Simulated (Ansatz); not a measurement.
**Pb: from a starting cell to a relaxed one**

The start is a relaxed Pb cell, doubled along one cell vector, shaken by Gaussian noise of σ = 0.08 Å a coordinate. Cell shape, volume and atoms are optimised at zero target pressure with PBE (plane waves to 420 eV, PAW, scalar-relativistic; Ansatz, a program for electronic structure). First-step values are on the input's coarse k-mesh.

Ansatz input (later rounds restart from its end on a renewed k-mesh):
Ansatz 0.2 input:
```yaml
crystal:
  lattice:
    - [0, 2.5104383058, 5.6611640513]
    - [2.5095012868, 0, 5.6611640513]
    - [5.0190025736, 5.0208766116, 0]
  atoms:
    - { symbol: Pb, position: [0.1616789344, 0.1320992479, 0.434434138] }
    - { symbol: Pb, position: [0.1079408074, 0.2022764665, 0.9155070386] }
    - { symbol: Pb, position: [0.8330465053, 0.8556612038, 0.0805945046] }
    - { symbol: Pb, position: [0.8460412492, 0.845530167, 0.5845816936] }
basis: { ecutwfc: 420, ecutrho_ratio: 4, xc_grid: 2, fft_grid_basis: typed }
kpoints: { mp_grid: { grid: [10, 10, 5] } }
hamiltonian:
  xc: pbe
  dispersion: none
  pseudopotentials: { azcp: { folder: ./paw }, kind: paw }
scf: { occupations: { method: fermi_dirac, width: 0.05 } }
relax: { f_tol: 0.01, max_steps: 100, cell: { stress_tol: 0.02 } }
output: { forces: true, stress: true }
```

```json
{
  "largest_initial_force": "0.47 eV/Å, on Pb2 (atoms numbered as listed)",
  "volume_change": "-10.2 %, from 35.67 to 32.03 Å³/atom",
  "relative_to_the_parent": "It does not go back: it reaches I4/mmm (No. 139), 0.10 eV/atom below the parent",
  "Shortest distances (start → end)": "The closest pairs of elements (up to four, under 3.6 Å), start → end: Pb–Pb 3.17 → 3.55 Å",
  "band_gap_at_the_end": "zero (metallic)",
  "optimiser_moves": "27"
}
```

It ends as:

```cif
data_Pb2
_chemical_formula_sum 'Pb2'
_space_group_name_H-M_alt 'I4/mmm'
_space_group_IT_number 139
_space_group_name_Hall '-I 4 2'
_cell_length_a 3.59872
_cell_length_b 3.59872
_cell_length_c 4.94678
_cell_angle_alpha 90.000
_cell_angle_beta 90.000
_cell_angle_gamma 90.000
loop_
_atom_site_label
_atom_site_type_symbol
_atom_site_symmetry_multiplicity
_atom_site_Wyckoff_symbol
_atom_site_fract_x
_atom_site_fract_y
_atom_site_fract_z
_atom_site_occupancy
Pb1 Pb 2 b 0.00000 0.00000 0.50000 1
```
(The calculation used a cell of 1 atom; values per cell refer to that cell.)

Final values are on a 18×18×18 k-mesh of the relaxed cell. No spin polarisation in the result.

The relaxed structure here is a generated cell of Pb: the first start was made by placing the elements on the sites of a structure type, and the end was not matched to a known phase here, so it may be hypothetical. Known forms of Pb include space group No. 225.
